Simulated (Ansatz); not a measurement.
CsSnH3, a known structure type with other elements, at an estimated volume

```
H Sn Cs
1.0
     6.66318    0.00000    0.00000
     0.00000    6.66318    0.00000
     0.00000    0.00000    4.73153
H Sn Cs
6 2 2
Direct
  0.00000 0.00000 0.00000
  0.50000 0.50000 0.00000
  0.77630 0.27630 0.50000
  0.72370 0.77630 0.50000
  0.22370 0.72370 0.50000
  0.27630 0.22370 0.50000
  0.00000 0.00000 0.50000
  0.50000 0.50000 0.50000
  0.50000 0.00000 0.00000
  0.00000 0.50000 0.00000
```

Method: r2SCAN, no spin polarisation; PAW, plane waves to 500 eV, 5×5×7 Γ-centred mesh, fermi-dirac occupations (width 0.1 eV) (Ansatz 0.2.0), atoms fixed.

**Question.** Is the cell too large or too small?

**Answer.** The pressure is -3.4 GPa (compression positive), so with the atoms held at these fractions the cell would first shrink.

**Question.** Where is the largest force?

**Answer.** The largest is on H4 (and as large on other atoms): 0.21 eV/Å, components (0.15, -0.15, 0.00). It makes 84° with the line to a nearest neighbour, Sn7 at 2.37 Å.

**Question.** Which element gives electrons and which takes them?

**Answer.** Bader charges in e: Cs +0.80, Sn +0.69, H -0.50. In the mean Cs gives up most and H takes most.

**Question.** Describe some of the short contacts.

**Answer.** H–Sn at 2.37 Å: least valence density 0.24 e/Å³ and ELF 0.51 there. Cs–H at 3.17 Å: least valence density 0.06 e/Å³ and ELF 0.05 there. These are pseudo-fields; inside the PAW spheres they differ from the all-electron ones.

**Question.** Metal or insulator?

**Answer.** It is a metal, with about 0.31 states/eV a cell as the mean within 0.25 eV of the Fermi level, mostly Sn p (74 %) and H s (12 %).

Origin: a known structure type with other elements, at an estimated volume, so it need not be a known compound.
